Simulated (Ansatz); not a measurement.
The elements of this relaxed trial crystal are hidden behind letters.

```
lattice vectors (Å)
   3.4127    0.0000    0.0000
   0.0000    5.0794    2.8703
   0.0000   -5.0794    2.8703
fractional positions
X 0.5000 0.6516 0.6516
X 0.0000 0.0323 0.3672
X 0.0000 0.3672 0.0323
Z 0.0000 0.9504 0.9504
```

Level of theory: Ansatz 0.2.0, DFT PBE, scalar-relativistic, plane waves, PAW, and for the lanthanide a 4f-in-core norm-conserving potential. Plane waves to 690 eV, a 14×10×10 mesh through Γ for the 4-atom cell and 0.10 eV Gaussian smearing; no spin polarisation.

- Space group: Amm2 (No. 38)
- Conventional cell: a = 3.413 Å, b = 10.159 Å, c = 5.741 Å
- Volume per atom: 24.88 Å³
- Density: 8.77 g/cm³
- Formation energy: −1.10 eV/atom
- Gap on the 14×10×10 mesh of the 4-atom cell: 0 eV (a metal)

Energies are uncorrected and count from the elements' standard states at the same level.

**Question.** X is a lanthanide and Z is a p-block element of period 2. Which elements are they?

**Answer.** X = Tm, Z = F, so the formula is Tm3F. Density times volume gives a mean mass of 8.77 × 24.88/1.6605 = 131.4 u per atom, and this set has 131.5 u. Among the elements that the hints allow, noble gases aside, only these give it. Around Tm on a site of symmetry mm2 lie 2 F at 2.42 Å, 6 Tm at 3.41–3.54 Å and 8 Tm at 3.79–3.96 Å; Tm on a site of symmetry m is surrounded by 1 F at 2.22 Å, 7 Tm at 3.32–3.54 Å, 1 F at 3.67 Å and 4 Tm at 3.79–3.96 Å; F is surrounded by 2 Tm at 2.22 Å and 2 Tm at 2.42 Å.

This cell was reached by moving the atoms of another relaxed cell at random and relaxing again, last within the group found; it had no such test of its own. Another cell of Tm3F relaxed alike, in Amm2, lies 43 meV/atom lower, so this cell isn't the stable form at this level.

The lanthanide is trivalent by construction, without f bands, f moments or other valences. The reference runs of the other elements, and any phases without the lanthanide, used 420 eV, which shifts energies against them by under 10 meV/atom. The lanthanide's reference is the lowest of its hcp, dhcp and fcc cells.
